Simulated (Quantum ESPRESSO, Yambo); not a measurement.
# G0W0 results for CsCl

```cif
data_ClCs
_chemical_formula_sum 'Cl1 Cs1'
_space_group_name_H-M_alt 'Pm-3m'
_space_group_IT_number 221
_space_group_name_Hall '-P 4 2 3'
_cell_length_a 4.06547
_cell_length_b 4.06547
_cell_length_c 4.06547
_cell_angle_alpha 90.000
_cell_angle_beta 90.000
_cell_angle_gamma 90.000
loop_
_atom_site_label
_atom_site_type_symbol
_atom_site_symmetry_multiplicity
_atom_site_Wyckoff_symbol
_atom_site_fract_x
_atom_site_fract_y
_atom_site_fract_z
_atom_site_occupancy
Cl1 Cl 1 b 0.50000 0.50000 0.50000 1
Cs1 Cs 1 a 0.00000 0.00000 0.00000 1
```

Cell and atoms were relaxed with PBEsol from Materials Project entry mp-22865, within its symmetry.

Starting point: PBEsol (Quantum ESPRESSO, PseudoDojo norm-conserving, 58 Ry, without SOC). G0W0 in Yambo: 4×4×4 Γ-centred k mesh, 124 bands and a 8 Ry block in the screening, 124 bands in G with the Bruneval-Gonze terminator, plasmon pole fitted at 27.2 eV.

The PBEsol gap along the band path is 5.23 eV and the PBEsol gap between the mesh's edge points (Γ → Γ) is 5.23 eV. The G0W0 gap between the same points comes out as 7.90 eV.

```
k point  band  E PBEsol (eV)  E QP (eV)  shift (eV)     Z
-------  ----  -------------  ---------  ----------  ----
Γ          VB           0.00      -1.85       -1.85  0.81
Γ          CB           5.23       6.05        0.82  0.86
X          VB          -0.28      -2.16       -1.88  0.81
X          CB           6.34       7.26        0.92  0.86
M          VB          -0.09      -1.95       -1.86  0.81
M          CB           5.85       6.72        0.87  0.86
R          VB          -1.24      -3.21       -1.97  0.81
R          CB           8.61       9.62        1.01  0.84
```

Energies count from the PBEsol valence-band maximum.

Nearest settings tried, and what they do to the gap: 76 bands in G: +1 meV; 3 Ry block (57 vectors against 179): -229 meV; 2×2×2 mesh: -177 meV. Not varied: bands in W. So the settings aren't converged at that level.
